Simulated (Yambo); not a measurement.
```
Sr2H3I
1.0
    4.24273     0.00000     0.00000
   -2.12137     3.67431     0.00000
    0.00000     0.00000     7.68275
H Sr I
3 2 1
Direct
  0.00000   0.00000   0.50000
  0.66667   0.33333   0.35725
  0.33333   0.66667   0.64275
  0.66667   0.33333   0.67866
  0.33333   0.66667   0.32134
  0.00000   0.00000   0.00000
```

Sr2H3I (space group P-3m1, No. 164): mean Im ε in 1 eV windows above the direct gap of 4.02 eV, for different electron-hole kernels (Yambo, broadening 0.15 eV, LDA (Quantum ESPRESSO, PseudoDojo norm-conserving, 74 Ry, scalar-relativistic) bands; 6×6×4 mesh, 5 valence and 11 conduction bands, static screening with 58 bands and a 3 Ry block, scissor 1.70 eV, Tamm-Dancoff; field along x).

| window (eV) | independent quasiparticles | RPA (no attraction) | TDDFT, adiabatic LDA kernel | BSE |
|---|---|---|---|---|
| 4.0 to 5.0 | 1.8 | 1.6 | 1.7 | 3.8 |
| 5.0 to 6.0 | 2.9 | 2.4 | 2.7 | 6.8 |
| 6.0 to 7.0 | 5.7 | 4.6 | 5.3 | 6.5 |

This run doesn't resolve bound excitons or single peaks, so only averages are given, and they too depend on the mesh; weight that the attraction moves below the gap isn't listed. All transitions below 7.89 eV are in the band window. The scissor comes from a G0W0 run whose convergence isn't established.

Without spin-orbit coupling, band edges of such heavy elements can be off by tenths of an eV.

Geometry of the Materials Project entry, not relaxed at this level.

The structure is a Materials Project entry; no match was found in the copy of COD used, and its stability was not checked.
